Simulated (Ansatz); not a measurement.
Space group Fd-3m:1 (No. 227). a = 7.539 Å, b = 7.539 Å, c = 7.539 Å, α = 90.00°, β = 90.00°, γ = 90.00°
| atom | site | symmetry | x | y | z |
| --- | --- | --- | --- | --- | --- |
| Y | 8a | -43m | 0.5000 | 0.0000 | 0.5000 |
| Ir | 16d | .-3m | 0.1250 | 0.6250 | 0.1250 |

Equation of state of this YIr2 structure (not necessarily the ground state), with shape and atoms relaxed at each volume where symmetry leaves them free. It has no gap at any of these volumes. Computed with DFT r2SCAN, scalar-relativistic, plane waves, PAW in Ansatz.

Settings: cutoff 500 eV, Γ-centred mesh 8×8×8 on the computed 6-atom cell, Gaussian smearing of 0.10 eV; no spin polarisation.

```tsv
V (Å³/atom)	E − E(largest V) (meV/atom)	P (GPa)
15.713	116.10	36.30
16.248	14.51	24.82
16.784	-51.76	15.12
17.320	-88.17	6.91
17.855	-99.34	-0.03
18.391	-89.14	-5.89
18.927	-60.91	-10.85
19.641	0.00	-16.26
```

Q: Fit a third-order Birch–Murnaghan equation to E(V).

A: V0 = 17.85 Å³/atom, B0 = 212 GPa, B0' = 4.6.

Spin-orbit coupling is left out, which matters for the bands of heavy elements.